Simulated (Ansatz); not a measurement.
Question: Each is relaxed and computed with the program Ansatz at the PBEsol level (PAW). Which is the only one with a gap?
A) BAs, CsCl type
B) BP, CsCl type
C) YSb, rock salt
D) BN, rock salt

Answer: D, BN, rock salt. BN: gap 1.28 eV (indirect); BP: metal; BAs: metal; YSb: metal. Constructed cells (a structure type filled with these elements, in neither database checked): BN, rock salt. Typed or built starts, not in the databases checked: BP, CsCl type; BAs, CsCl type. Not the usual ambient phase: BN, rock salt; BP, CsCl type; BAs, CsCl type. Standing as an ambient phase not checked: YSb, rock salt. Unstable at this level: BN, rock salt; BP, CsCl type; BAs, CsCl type. All cells were relaxed under the symmetry of their starts (and spin orders); stability against distortions was not tested throughout. Rows with no word on spin ran without spin polarisation. Scalar-relativistic: spin–orbit coupling is off unless named, which matters more the heavier the elements.

Potentials: the later of the program's two PAW sets.
